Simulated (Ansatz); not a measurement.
## CaPb$_{3}$: vacancy hop by nudged elastic band (Ansatz)

Launch command:

```bash
ansatz run input.yaml --threads 4 --pin off --max-ram 8192MiB --backend cpu --events-out ev --progress --plain --runs-dir out
```

input.yaml:

```yaml
crystal:
  lattice:
    - [4.85602177, 0.0, 0.0]
    - [0.0, 4.85602177, 0.0]
    - [0.0, 0.0, 9.71204354]
  atoms:
    - { symbol: Ca, position: [0.00463489, -0.00293787, -0.00120537] }
    - { symbol: Pb, position: [-0.00096364, 0.50828477, 0.25029693] }
    - { symbol: Pb, position: [0.49753328, 0.00527133, 0.24903025] }
    - { symbol: Pb, position: [0.49559384, 0.49828831, 0.00163543] }
    - { symbol: Ca, position: [-0.00051716, 0.00765884, 0.50125689] }
    - { symbol: Pb, position: [0.0052569, 0.50055265, 0.74693506] }
    - { symbol: Pb, position: [0.50087083, -0.00020413, 0.74612633] }
kpoints:
  mp_grid: { grid: [3, 3, 2] }
magnetization:
  spin_polarized: false
scf:
  occupations: { method: cold, width: 0.15 }
hamiltonian:
  pseudopotentials: { kind: paw }
  xc: pbesol
basis:
  ecutwfc: 420
neb:
  images: 5
  relax_end_points: true
  climbing: true
  f_tol: 0.1
  max_iterations: 40
  order_check: false
  final_atoms:
    - { symbol: Ca, position: [0.00463489, -0.00293787, -0.00120537] }
    - { symbol: Pb, position: [0.49356136, 0.49879446, 0.49515147] }
    - { symbol: Pb, position: [0.49753328, 0.00527133, 0.24903025] }
    - { symbol: Pb, position: [0.49559384, 0.49828831, 0.00163543] }
    - { symbol: Ca, position: [-0.00051716, 0.00765884, 0.50125689] }
    - { symbol: Pb, position: [0.0052569, 0.50055265, 0.74693506] }
    - { symbol: Pb, position: [0.50087083, -0.00020413, 0.74612633] }
```

Origin of the cell: a database entry, scaled a little.

The cell is 1×1×2 cells of CaPb3 with one Pb taken out; atom 2 (Pb) hops into the empty site, 3.38 Å away before the end points are relaxed. All atoms were shaken by about 0.02 Å first.

Output (shortened):

```
SCF iter   1: F=—  HF=-62364.311749 eV  Δρ=3.97e-3  dr2=1.08e-1
SCF iter   2: F=—  HF=-62364.284550 eV  S|Δr|=    0.00e0  Δρ=1.88e-3  dr2=1.42e-2  defer=29
SCF iter   3: F=—  HF=-62364.282881 eV  S|Δr|=    0.00e0  Δρ=5.33e-4  dr2=1.62e-3  defer=29
[… 2 lines left out …]
SCF iter   6: F=—  HF=-62364.282754 eV  S|Δr|=    0.00e0  Δρ=2.94e-5  dr2=5.50e-6  defer=28
SCF iter   7: F=—  HF=-62364.282754 eV  S|Δr|=    0.00e0  Δρ=8.41e-6  dr2=3.20e-7  defer=28
SCF iter   8: F=-62364.282754 eV  HF=-62364.282754 eV  S|Δr|=    0.00e0  Δρ=2.77e-6  dr2=2.87e-8
NEB iter   1: max|band force component| = 9.464e-1 eV/Å  barrier→ = 0.9040 eV  barrier← = 0.7472 eV  Δτ_max = 0.2000 Å  (61 SCF iters)
NEB iter   2: max|band force component| = 2.986e-1 eV/Å  barrier→ = 0.6252 eV  barrier← = 0.4684 eV  CI = image 3  Δτ_max = 0.1048 Å  (41 SCF iters)
NEB iter   3: max|band force component| = 7.797e-2 eV/Å  barrier→ = 0.5959 eV  barrier← = 0.4391 eV  CI = image 3  Δτ_max = 0.0428 Å  (37 SCF iters)
NEB iter   4: max|band force component| = 9.389e-2 eV/Å  barrier→ = 0.5913 eV  barrier← = 0.4345 eV  CI = image 3  Δτ_max = 0.0000 Å  (7 SCF iters)
--- NEB band (7 images, 4 band iterations, 146 SCF iterations, 59 more in tests of the images' electronic states and relaxations of end points) ---
  forward barrier  = 0.591327 eV
  backward barrier = 0.434525 eV
  lagrangian_above_aufbau_ev (what the smearing adds, to first order; not taken off the barriers): saddle image -0.007698 eV, end points -0.000062 and -0.006220 eV
  climbing image's point = of an order that was not read
  energies are F+E_penalty+E_count in eV, relative to image 0
  image     s (Å)  Δ vs image 0  max|band force component| (eV/Å)
      0    0.0000      0.000000                                 —
      1    0.5610      0.113499                          3.386e-2
      2    1.1218      0.380068                          9.389e-2
  *   3    1.6989      0.591327                          3.229e-2
      4    2.2164      0.497316                          7.793e-2
      5    2.7330      0.259417                          5.533e-2
      6    3.2494      0.156802                                 —
```

The converged band:

```csv
image,path over all atoms (Å),ΔF (eV),Pb x,y,z (Å)
0,0.00,0.000,0.00,2.44,2.49
1,0.56,0.113,0.51,2.44,2.73
2,1.12,0.380,0.93,2.45,3.13
3,1.70,0.591,1.30,2.45,3.59
4,2.22,0.497,1.69,2.45,3.97
5,2.73,0.259,2.10,2.44,4.30
6,3.25,0.157,2.43,2.38,4.64
```

Relaxed start, forces in eV/Å:

```xyz
7
Lattice="4.856 0.000 0.000 0.000 4.856 0.000 0.000 0.000 9.712" Properties=species:S:1:pos:R:3:forces:R:3 pbc="T T T" image=0
Ca   -0.002    0.007   -0.018    0.003    0.006    0.012
Pb    0.005    2.444    2.493   -0.001   -0.006    0.001
Pb    2.426    0.012    2.493    0.002    0.000    0.001
Pb    2.428    2.433   -0.001    0.000    0.007   -0.009
Ca   -0.002    0.020    4.856    0.001   -0.007   -0.016
Pb    0.013    2.441    7.199   -0.009    0.001    0.006
Pb    2.427    0.010    7.200    0.004    0.000    0.006
```

Highest image (3), forces in eV/Å:

```xyz
7
Lattice="4.856 0.000 0.000 0.000 4.856 0.000 0.000 0.000 9.712" Properties=species:S:1:pos:R:3:forces:R:3 pbc="T T T" image=3
Ca    0.071   -0.015    0.138   -0.003    0.004   -0.001
Pb    1.298    2.451    3.592   -0.007   -0.013   -0.007
Pb    2.648    0.028    2.355    0.012   -0.004   -0.019
Pb    2.433    2.419   -0.113    0.005    0.007    0.012
Ca   -0.271    0.016    4.887    0.009    0.005    0.009
Pb   -0.006    2.422    7.281    0.016    0.017   -0.001
Pb    2.323    0.022    7.272   -0.031   -0.017    0.006
```

Relaxed end, forces in eV/Å:

```xyz
7
Lattice="4.856 0.000 0.000 0.000 4.856 0.000 0.000 0.000 9.712" Properties=species:S:1:pos:R:3:forces:R:3 pbc="T T T" image=6
Ca   -0.002   -0.038    0.122    0.001    0.000   -0.001
Pb    2.426    2.384    4.642    0.000   -0.006   -0.002
Pb    2.427    0.069    2.412   -0.002    0.007    0.001
Pb    2.426    2.385    0.184    0.001   -0.007    0.002
Ca   -0.002   -0.038    4.703    0.001    0.000    0.000
Pb   -0.002    2.437    7.269    0.000   -0.002    0.000
Pb    2.425    0.120    7.269    0.000    0.008    0.000
```

Barrier of this path: 0.59 eV forwards, 0.43 eV backwards, after 4 band iterations.

Caveats: no spin-orbit coupling, though heavy elements are present; the k mesh is coarse if the cell is a metal; a small cell with a neutral vacancy and no spin, whose shape can make like sites unlike; the cell is held at a rescaled volume, and strain moves barriers; the hop was drawn among near neighbours and need not be the easiest path; few images and a loose tolerance, and neither the top nor the ends were tested for their order.

The run took 3.1 min on 4 threads of Arm Neoverse N1, with other jobs on the host, peak memory 1.2 GiB, from the program's own first density.
